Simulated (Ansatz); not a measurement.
## Ti₂Os₃Br₂O₅, a known structure type with other elements, at an estimated volume

```
CELL_PARAMETERS angstrom
0.00000 3.66763 0.00000
3.66763 0.00000 0.00000
1.83381 1.83381 -11.78505
ATOMIC_POSITIONS crystal
Ti 0.42647 0.42647 0.14706
Ti 0.57353 0.57353 0.85294
O 0.08382 0.58382 0.83236
O 0.58382 0.08382 0.83236
O 0.91618 0.41618 0.16764
O 0.41618 0.91618 0.16764
Os 0.14647 0.14647 0.70706
Os 0.85353 0.85353 0.29294
Br 0.29987 0.29987 0.40026
Br 0.70013 0.70013 0.59974
Os 0.00000 0.00000 0.00000
O 0.50000 0.50000 0.00000
```

Method: r2SCAN, no spin polarisation; PAW, plane waves to 500 eV, 8×8×8 Γ-centred mesh, fermi-dirac occupations (width 0.1 eV) (Ansatz 0.2.0), atoms fixed.

**Formation energy.** -0.15 eV an atom against the elements' usual phases (free molecules for gases, crystals otherwise, with no correction for O₂ or N₂), so it is bound against them; other compounds may still compete. Relaxing would lower it.
**Contacts.** Ti–O at 1.73 Å: least valence density 1.24 e/Å³ and ELF 0.32 there. Os–O at 2.35 Å: least valence density 0.40 e/Å³ and ELF 0.17 there. Br–Os at 2.89 Å: least valence density 0.28 e/Å³ and ELF 0.27 there. Both are smooth PAW fields, read partly inside the augmentation spheres.
**Stress.** The pressure is 15.4 GPa (compression positive), so with the atoms held at these fractions the cell would first expand; the forces are large, so a full relaxation may end otherwise. The principal stresses 14.3, 14.3, 17.7 GPa differ, so its shape would change too.
**Forces.** The largest is on Ti1 (and as large on other atoms): 2.64 eV/Å, components (0.00, 0.00, -2.64). It makes 180° with the line to a nearest neighbour, O12 at 1.73 Å, pointing away from it.
**Charges.** Bader charges in e: Ti +2.19, Os +0.67 to +0.82, Br -0.44, O -1.16. In the mean Ti gives up most and O takes most.
**Electronic structure.** It is a metal, with about 11 states/eV a cell as the mean within 0.25 eV of the Fermi level, mostly Os d (76 %).

Origin: a known structure type with other elements, at an estimated volume, so it need not be a known compound. Caveats: many states at the Fermi level without spin polarisation, so a magnetic state may lie lower; correlation that this level lacks may open a gap in such a compound; atoms or cell far from equilibrium.
